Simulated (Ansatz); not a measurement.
Geometry optimisation in Ansatz: input, command and trajectory.

```yaml
crystal:
  lattice:
    - [-4.5032979849, -4.0545419312, 0.3068042794]
    - [-1.1519740699, 4.8997117217, 5.9665007419]
    - [-4.3528625619, 4.2109107876, -4.1257257379]
  atoms:
    - { symbol: Cu, position: [0.7272281631, 0.6628413058, 0.2497510181] }
    - { symbol: Cu, position: [0.1862966954, 0.6718535362, 0.2506659769] }
    - { symbol: Sb, position: [0.4015336294, 0.9972167831, 0.1382892568] }
    - { symbol: Sb, position: [0.8998398501, 0.9951626065, 0.1379616791] }
    - { symbol: Sb, position: [0.9576064589, 0.1673767532, 0.7501218226] }
    - { symbol: Sb, position: [0.4575711649, 0.1673186875, 0.750319866] }
    - { symbol: Sb, position: [0.5127737796, 0.3374677663, 0.3624091271] }
    - { symbol: Sb, position: [0.0145110305, 0.3394750278, 0.3621445571] }
    - { symbol: Sb, position: [0.6405660128, 0.5456604849, 0.9168524857] }
    - { symbol: Sb, position: [0.1416766962, 0.5465067213, 0.9180575396] }
    - { symbol: Sb, position: [0.7724557736, 0.7882383757, 0.58225695] }
    - { symbol: Sb, position: [0.2735880976, 0.7890121487, 0.5833598435] }
  symmetry: { detect: false }
basis:
  ecutwfc: 420
kpoints:
  mp_grid: { grid: [4, 3, 3] }
hamiltonian:
  xc: pbe
scf:
  occupations: { method: gaussian, width: 0.1 }
  lower_state_search: "off"
output:
  forces: true
  stress: true
  eigenvalues: true
relax:
  adjacent_minimum: "off"
  f_tol: 0.04
  max_steps: 25
  cell: { stress_tol: 0.3 }
```

```bash
ansatz run input.yaml --threads 4 --pin off --max-ram 9216MiB --backend cpu --events-out ev --progress --plain --runs-dir out
```

Theory: DFT PBE, scalar-relativistic, plane waves, PAW (Ansatz 0.2.0).

Of 11 frames 10 are shown, positions in Å and forces in eV/Å; the SCF threshold varies from step to step. Steps run on the plane waves of an earlier cell, with a Pulay correction in the pressure. The basis is chosen afresh for the last frame, the zero of the energies, and at times for earlier ones too; energy and pressure can step there, also at an unchanged geometry. Where two frames share a geometry here, they differ by under 2 meV/atom and 0.3 GPa. The mark taken_back stands on steps that the optimiser undid.

```xyz
12
Lattice="-4.5033 -4.0545 0.3068 -1.1520 4.8997 5.9665 -4.3529 4.2109 -4.1257" Properties=species:S:1:pos:R:3:forces:R:3 pbc="T T T" step=1 free_energy_over_end_meV_per_atom=32.15 pressure_GPa=0.38
Cu   -5.1256    1.3508    3.1476    0.0212   -0.0022    0.0018
Cu   -2.7040    3.5921    3.0316   -0.0210   -0.0020    0.0018
Sb   -3.5589    3.8404    5.5025   -0.1091    0.1798    0.1720
Sb   -5.7992    1.8085    5.6445   -0.0440    0.1912    0.1407
Sb   -7.7704    0.0961   -1.8023    0.0017    0.0024    0.0007
Sb   -5.5194    2.1241   -1.9569    0.0017    0.0018    0.0010
Sb   -4.2754    1.1005    0.6756    0.1084   -0.1802   -0.1713
Sb   -2.0328    3.1295    0.5358    0.0441   -0.1915   -0.1439
Sb   -7.5042    3.9372   -0.3305    0.1050   -0.0751    0.0853
Sb   -5.2638    5.9691   -0.4835    0.0760   -0.1144    0.0819
Sb   -6.9211    3.1820    2.5378   -0.0766    0.1129   -0.0827
Sb   -4.6803    5.2131    2.3848   -0.1076    0.0775   -0.0874
12
Lattice="-4.6173 -4.3141 0.2519 -0.9157 4.9950 5.9093 -4.2377 4.1733 -4.1381" Properties=species:S:1:pos:R:3:forces:R:3 pbc="T T T" step=2 free_energy_over_end_meV_per_atom=11.27 pressure_GPa=0.24
Cu   -5.0392    1.1948    3.0644   -0.0177   -0.0326    0.0056
Cu   -2.5226    3.6179    2.9822    0.0165    0.0306   -0.0039
Sb   -3.3638    3.8971    5.4645    0.1994   -0.2779   -0.0844
Sb   -5.6505    1.7354    5.5715    0.2177   -0.1374   -0.0533
Sb   -7.7525   -0.1632   -1.8737    0.0018   -0.0008   -0.0006
Sb   -5.4443    1.9943   -2.0005    0.0018   -0.0010   -0.0014
Sb   -4.2019    0.9143    0.5815   -0.1981    0.2766    0.0848
Sb   -1.9132    3.0736    0.4758   -0.2184    0.1392    0.0508
Sb   -7.3120    3.7668   -0.3722   -0.0742    0.0740    0.0113
Sb   -5.0218    5.9246   -0.5016   -0.0650    0.0517   -0.0063
Sb   -6.7795    3.0593    2.4104    0.0639   -0.0502    0.0080
Sb   -4.4892    5.2170    2.2810    0.0724   -0.0722   -0.0105
12
Lattice="-4.5373 -4.3558 0.1776 -0.8480 5.1083 5.9890 -4.2269 4.2110 -4.1915" Properties=species:S:1:pos:R:3:forces:R:3 pbc="T T T" step=3 free_energy_over_end_meV_per_atom=5.05 pressure_GPa=-0.27
Cu   -4.9329    1.2477    3.0576   -0.0100   -0.0144    0.0009
Cu   -2.4611    3.6958    3.0006    0.0094    0.0132    0.0002
Sb   -3.2251    3.9667    5.5124   -0.0312    0.0388   -0.0148
Sb   -5.4646    1.8011    5.5848    0.0449    0.0944   -0.0054
Sb   -7.6559   -0.1549   -1.9721    0.0006   -0.0008    0.0000
Sb   -5.3872    2.0230   -2.0608    0.0009   -0.0010   -0.0013
Sb   -4.1706    0.9754    0.5460    0.0320   -0.0385    0.0140
Sb   -1.9312    3.1409    0.4735   -0.0448   -0.0940    0.0050
Sb   -7.2192    3.8498   -0.4052   -0.0288    0.0362   -0.0443
Sb   -4.9750    6.0302   -0.5158   -0.0450   -0.0106   -0.0356
Sb   -6.6469    3.1232    2.3830    0.0442    0.0117    0.0357
Sb   -4.4028    5.3035    2.2723    0.0279   -0.0349    0.0456
12
Lattice="-4.4767 -4.3668 0.1350 -0.8114 5.1627 6.0140 -4.2137 4.2281 -4.2086" Properties=species:S:1:pos:R:3:forces:R:3 pbc="T T T" step=4 free_energy_over_end_meV_per_atom=3.17 pressure_GPa=-0.01
Cu   -4.8669    1.2862    3.0427   -0.0167    0.0073    0.0103
Cu   -2.4170    3.7277    3.0015    0.0163   -0.0074   -0.0098
Sb   -3.1207    4.0573    5.5196   -0.0414   -0.0175   -0.0063
Sb   -5.3162    1.8996    5.5725    0.0297    0.0844   -0.0050
Sb   -7.5817   -0.1434   -2.0216    0.0000   -0.0004   -0.0001
Sb   -5.3432    2.0400   -2.0890    0.0002   -0.0006   -0.0004
Sb   -4.1637    0.9561    0.5248    0.0415    0.0178    0.0058
Sb   -1.9686    3.1141    0.4716   -0.0293   -0.0844    0.0052
Sb   -7.1687    3.8869   -0.4399    0.0225    0.0009   -0.0127
Sb   -4.9544    6.0590   -0.5221   -0.0191   -0.0316   -0.0155
Sb   -6.5437    3.1827    2.3583    0.0190    0.0319    0.0153
Sb   -4.3294    5.3548    2.2760   -0.0227   -0.0004    0.0132
12
Lattice="-4.4688 -4.3785 0.1338 -0.7896 5.1563 6.0094 -4.2067 4.2379 -4.2326" Properties=species:S:1:pos:R:3:forces:R:3 pbc="T T T" step=5 free_energy_over_end_meV_per_atom=1.73 pressure_GPa=0.10
Cu   -4.8787    1.2567    3.0379    0.0157    0.0188   -0.0010
Cu   -2.3868    3.7209    2.9867    0.0017   -0.0024    0.0001
Sb   -3.0904    4.0477    5.5111   -0.0665   -0.0832   -0.0322
Sb   -5.2361    1.9377    5.5652    0.0630    0.0505   -0.0309
Sb   -7.5641   -0.1483   -2.0426   -0.0013   -0.0012   -0.0009
Sb   -5.3305    2.0417   -2.1074   -0.0021   -0.0002    0.0007
Sb   -4.1512    0.9569    0.5163    0.0633    0.0782    0.0270
Sb   -2.0036    3.0647    0.4573   -0.0660   -0.0522    0.0373
Sb   -7.1487    3.8914   -0.4656    0.0182    0.0162   -0.0240
Sb   -4.9555    6.0380   -0.5418   -0.0216   -0.0162   -0.0175
Sb   -6.4876    3.2035    2.3345    0.0144    0.0174    0.0156
Sb   -4.2980    5.3538    2.2592   -0.0189   -0.0256    0.0258
12
Lattice="-4.5460 -4.4573 0.1522 -0.7527 5.1595 5.9827 -4.1917 4.2387 -4.2366" Properties=species:S:1:pos:R:3:forces:R:3 pbc="T T T" step=7 free_energy_over_end_meV_per_atom=1.55 pressure_GPa=-0.05
Cu   -4.9107    1.2057    3.0197   -0.0090   -0.0148   -0.0055
Cu   -2.3433    3.7299    2.9848    0.0069    0.0121    0.0054
Sb   -3.1406    3.9591    5.4852    0.0866   -0.0108   -0.0450
Sb   -5.2331    1.9033    5.5423   -0.0018   -0.0691   -0.0369
Sb   -7.6223   -0.2232   -2.0322   -0.0017    0.0021    0.0064
Sb   -5.3490    2.0058   -2.1073    0.0037   -0.0023   -0.0048
Sb   -4.1174    0.9724    0.5165   -0.0869    0.0128    0.0564
Sb   -2.0257    3.0293    0.4644    0.0015    0.0679    0.0253
Sb   -7.1187    3.8998   -0.4893   -0.1152   -0.0309   -0.0455
Sb   -4.9883    5.9792   -0.5444    0.0662    0.1080   -0.0533
Sb   -6.4646    3.1914    2.3130   -0.0565   -0.1175    0.0523
Sb   -4.3313    5.2669    2.2571    0.1062    0.0424    0.0452
12
Lattice="-4.5335 -4.4557 0.1518 -0.7570 5.1662 5.9782 -4.1842 4.2425 -4.2273" Properties=species:S:1:pos:R:3:forces:R:3 pbc="T T T" step=8 free_energy_over_end_meV_per_atom=0.63 pressure_GPa=-0.04
Cu   -4.9269    1.1938    3.0183    0.0101    0.0016   -0.0121
Cu   -2.3207    3.7522    2.9843   -0.0107   -0.0026    0.0110
Sb   -3.1296    3.9694    5.4746    0.0379    0.0036   -0.0031
Sb   -5.2264    1.9101    5.5276    0.0020   -0.0384    0.0240
Sb   -7.6069   -0.2172   -2.0219    0.0078   -0.0041   -0.0174
Sb   -5.3368    2.0083   -2.1043   -0.0075    0.0079    0.0150
Sb   -4.1177    0.9746    0.5282   -0.0400   -0.0018   -0.0010
Sb   -2.0224    3.0359    0.4743    0.0006    0.0337   -0.0162
Sb   -7.1278    3.8991   -0.4839   -0.0311   -0.0211   -0.0388
Sb   -4.9651    6.0018   -0.5423    0.0155    0.0428   -0.0288
Sb   -6.4680    3.1841    2.3167   -0.0252   -0.0351    0.0398
Sb   -4.3073    5.2869    2.2602    0.0407    0.0134    0.0277
12
Lattice="-4.5061 -4.4394 0.1468 -0.7663 5.1721 5.9822 -4.1902 4.2561 -4.2315" Properties=species:S:1:pos:R:3:forces:R:3 pbc="T T T" step=9 free_energy_over_end_meV_per_atom=1.83 pressure_GPa=-0.01 taken_back
Cu   -4.8957    1.2325    3.0260    0.0131   -0.0092   -0.0169
Cu   -2.3310    3.7462    2.9780   -0.0133    0.0026    0.0152
Sb   -3.1234    3.9866    5.4691    0.0120    0.0302    0.0589
Sb   -5.2109    1.9353    5.5366   -0.0472    0.0109   -0.0266
Sb   -7.5610   -0.1885   -2.0740   -0.0968    0.0427    0.1909
Sb   -5.3566    2.0342   -2.0719    0.1019   -0.0710   -0.1563
Sb   -4.1175    0.9839    0.5249   -0.0136   -0.0435    0.0093
Sb   -2.0391    3.0380    0.4722    0.0393    0.0333   -0.0688
Sb   -7.1613    3.8677   -0.4820    0.0260    0.0911    0.0354
Sb   -4.9305    6.0569   -0.5436   -0.0145   -0.1132   -0.0761
Sb   -6.5209    3.1629    2.3274    0.0854   -0.0176   -0.0552
Sb   -4.2446    5.3647    2.2426   -0.0924    0.0437    0.0900
12
Lattice="-4.5067 -4.4316 0.1473 -0.7703 5.1667 5.9857 -4.1907 4.2488 -4.2288" Properties=species:S:1:pos:R:3:forces:R:3 pbc="T T T" step=10 free_energy_over_end_meV_per_atom=0.14 pressure_GPa=-0.03
Cu   -4.9064    1.2204    3.0234    0.0090    0.0064   -0.0028
Cu   -2.3392    3.7467    2.9854   -0.0068   -0.0043   -0.0001
Sb   -3.1182    3.9949    5.4826   -0.0081   -0.0127    0.0043
Sb   -5.2196    1.9287    5.5379   -0.0024    0.0058   -0.0006
Sb   -7.5832   -0.1878   -2.0340   -0.0083   -0.0006    0.0138
Sb   -5.3364    2.0246   -2.0999    0.0098   -0.0070   -0.0154
Sb   -4.1262    0.9758    0.5242    0.0074    0.0133    0.0050
Sb   -2.0276    3.0455    0.4700   -0.0002   -0.0049   -0.0085
Sb   -7.1394    3.8957   -0.4828    0.0079    0.0134    0.0091
Sb   -4.9616    6.0229   -0.5472    0.0009   -0.0154    0.0071
Sb   -6.4801    3.1898    2.3261    0.0061    0.0045   -0.0058
Sb   -4.2899    5.3274    2.2629   -0.0153    0.0014   -0.0062
12
Lattice="-4.5067 -4.4316 0.1473 -0.7703 5.1667 5.9857 -4.1907 4.2488 -4.2288" Properties=species:S:1:pos:R:3:forces:R:3 pbc="T T T" step=11 free_energy_over_end_meV_per_atom=0.00 pressure_GPa=-0.02
Cu   -4.9064    1.2204    3.0234    0.0091    0.0065   -0.0028
Cu   -2.3392    3.7467    2.9854   -0.0070   -0.0044   -0.0001
Sb   -3.1182    3.9949    5.4826   -0.0079   -0.0127    0.0043
Sb   -5.2196    1.9287    5.5379   -0.0025    0.0057   -0.0007
Sb   -7.5832   -0.1878   -2.0340   -0.0083   -0.0006    0.0138
Sb   -5.3364    2.0246   -2.0999    0.0098   -0.0070   -0.0154
Sb   -4.1262    0.9758    0.5242    0.0072    0.0134    0.0050
Sb   -2.0276    3.0455    0.4700   -0.0002   -0.0048   -0.0084
Sb   -7.1394    3.8957   -0.4828    0.0079    0.0133    0.0092
Sb   -4.9616    6.0229   -0.5472    0.0008   -0.0154    0.0071
Sb   -6.4801    3.1898    2.3261    0.0062    0.0045   -0.0058
Sb   -4.2899    5.3274    2.2629   -0.0152    0.0014   -0.0063
```

It took 8.1 min on 4 threads of Intel(R) Xeon(R) Processor @ 2.50GHz (Skylake/Cascade Lake), on a shared host, peak memory 1.4 GiB.

The k mesh is coarse.